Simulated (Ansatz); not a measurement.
A generated cell, not matched to a known phase here, of MgO$_{2}$: P3₁21 (No. 152), hP9; a = b = 5.441 Å, c = 3.848 Å, α = β = 90.00°, γ = 120.00°; Mg 3a (0.670, 0.670, 0.000); O 6c (0.684, 0.024, 0.138). The numbers are results of r2SCAN (plane waves to 500 eV, PAW, scalar-relativistic; Ansatz, a program for electronic structure), not measurements. Element references, the lowest calculated here: Mg (P6₃/mmc), O (C2/m, ferromagnetic, forced by one molecule a cell; α-O2 is antiferromagnetic); gases are represented by their molecular solids.

### Question
Predict the formation energy of this P3₁21 form of MgO2 from the elements from r2SCAN.

### Answer
-1.53 eV/atom.

### Question
How does this cell stand against the other phases calculated?

### Answer
It lies 0.44 eV/atom above their hull: MgO2 → MgO + O (MgO Fm-3m, O C2/m) releases that much. A lower structure of this composition may exist.

Hull of the energies calculated here, no anion corrections, zero temperature, no zero-point energy; an uncalculated phase could lie lower. Values are rounded to 0.01 eV/atom. Not shown to be the ambient phase of their composition (a lower form may be missing, and a cell relaxed within its start's symmetry can be a saddle point): MgO2 (P3₁21). The compounds carry no spin polarisation.
